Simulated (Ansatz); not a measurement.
**KPPbS4: ³⁹K NMR of the central transition**

Cell: a Materials Project structure (computed, not necessarily an observed phase), atoms as given.

```cif
data_KPPbS4
_symmetry_space_group_name_H-M 'Pnma'
_symmetry_Int_Tables_number 62
_cell_length_a 17.1137
_cell_length_b 6.7081
_cell_length_c 6.5685
_cell_angle_alpha 90.000
_cell_angle_beta 90.000
_cell_angle_gamma 90.000
loop_
_atom_site_label
_atom_site_type_symbol
_atom_site_symmetry_multiplicity
_atom_site_Wyckoff_symbol
_atom_site_fract_x
_atom_site_fract_y
_atom_site_fract_z
K K 4 c 0.7910 0.2500 0.9991
P P 4 c 0.4011 0.7500 0.7181
Pb Pb 4 c 0.4798 0.7500 0.2140
S13 S 4 c 0.9807 0.2500 0.1526
S14 S 4 c 0.3356 0.7500 0.4584
S16 S 8 d 0.6234 0.4950 0.1072
```

One atom of each set is listed.

The numbers come from a DFT calculation in Ansatz (PBE, plane waves and PAW, scalar-relativistic, 420 eV cutoff, Γ-centred 2×4×4 k-points, Fermi–Dirac smearing 0.02 eV).

³⁹K has I = 3/2 and Q = 60.30 mb (Pyykkö 2018); at 11.7 T its Larmor frequency is ν₀ = 23.3 MHz. Only the quadrupole interaction is simulated: positions count from each site's isotropic chemical shift, and J coupling is left out, as are shift anisotropy and dipolar coupling, which fast spinning averages.

Q: Give C_Q, η, the quadrupolar product P_Q = |C_Q|(1 + η²/3)^½, the second-order isotropic shift and the breadth of the pattern (fast magic-angle spinning) for each K site.

A: 

| site | first shell | C_Q (MHz) | η | P_Q (MHz) | δ_QIS (ppm) | breadth (kHz) |
| --- | --- | --- | --- | --- | --- | --- |
| K | 8 S at 3.38–3.70 Å; also 1 S at 4.17 Å | 2.22 | 0.26 | 2.25 | -233 | 12.4 |

δ_QIS = −(ν_Q²/30ν₀²)[I(I+1) − 3/4](1 + η²/3) × 10⁶ ppm with ν_Q = 3|C_Q|/[2I(2I−1)]; it falls as 1/B₀² in ppm, and the breadth as 1/B₀ in kHz.

The run took 3.4 min of wall time (3.4 min of CPU time) and 1.7 GiB at its peak, on 1 thread of Arm Neoverse V2 (aarch64; 8 cores open to the job, memory cap 2.5 GiB, no GPU), a shared host with a load of 0.8 a core.
